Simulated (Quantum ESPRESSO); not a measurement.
HfGaSi2FO7, convergence and cost over cutoff and k mesh

A calculation, not a measurement. The program is pw.x of Quantum ESPRESSO 7.5 (plane-wave density functional theory). The cell is made up: 12 atoms on a rutile lattice, with randomly drawn elements, strain and displacements, not relaxed. PseudoDojo standard norm-conserving files (v0.5 for PBE, v0.4.1 for LDA and PBEsol) set the functional; there is no spin polarisation, spin-orbit coupling or dispersion term, and the masses in the input are unused placeholders. A spin-polarised start on this cell or one of its family kept no moment.

The hafnium pseudopotential is less sure than the others, with forces about 3 percent (worst 6) and pressure in oxides about 1.5 GPa (worst 2.7) from a second method in checks, which no rerun with the same files tests.

Input of the run in row 2:

```
&control calculation='scf', pseudo_dir='./dojo.nc.sr.pbe.v0_5.standard.upf', outdir='./o', disk_io='medium', tprnfor=.true., tstress=.true. /
&system ibrav=0, nat=12, ntyp=5, nbnd=47, ecutwfc=84.00895049, nosym=.true., tot_charge=0,
 occupations='smearing', smearing='fd', degauss=0.0018374661
/
&electrons conv_thr=7.350e-09, electron_maxstep=60, /
ATOMIC_SPECIES
F 1.0 F.upf
Ga 1.0 Ga.upf
Hf 1.0 Hf.upf
O 1.0 O.upf
Si 1.0 Si.upf
CELL_PARAMETERS angstrom
4.6998 0.0252 -0.0236
0.0252 4.6466 -0.0651
-0.0306 -0.0846 5.9896
ATOMIC_POSITIONS angstrom
Hf 0.0055 -0.0222 -0.0245
Ga 2.3664 2.2865 1.4579
Si -0.0057 -0.0898 2.989
Si 2.3588 2.2262 4.4506
F 1.4696 1.4483 0.0043
O 3.3439 3.2055 -0.09
O 3.8042 0.9317 1.4449
O 0.9257 3.6971 1.4437
O 1.4478 1.4151 3.0038
O 3.2729 3.2187 2.972
O 3.7811 0.899 4.4543
O 0.9153 3.7034 4.4273
K_POINTS automatic
5 5 4 1 1 1
```

The same cell was run at these settings. Meshes are shifted by half a step, and differences are from the last row, which is itself not exact.

| cutoff (eV) | k mesh | k points solved | threshold (eV) | free energy less the last row's (eV) | pressure (GPa) | largest stress difference (GPa) | largest force difference (eV/Å) | iterations | wall time (s) | k-point pools | processor |
| --- | --- | --- | --- | --- | --- | --- | --- | --- | --- | --- | --- |
| 800 | 2 x 2 x 2 | 4 | 1e-04 | 2.080 | -32.54 | 21.54 | 0.041 | 9 | 32 | 1 | AMD EPYC, Zen 5 class |
| 1143 | 5 x 5 x 4 | 50 | 1e-07 | 0.003 | -11.10 | 0.03 | 0.002 | 13 | 624 | 1 | AMD EPYC, Zen 5 class |
| 1437 | 7 x 7 x 6 | 147 | 1e-07 | 0.000 | -11.07 | 0.00 | 0.000 | 13 | 428 | 4 | Intel Xeon, 2023 or later |

Each pool is one process. Wall times include start-up and a band step at six k points, which weighs most on the coarsest meshes. The runs were on shared virtual cores whose load varied, so times are rough.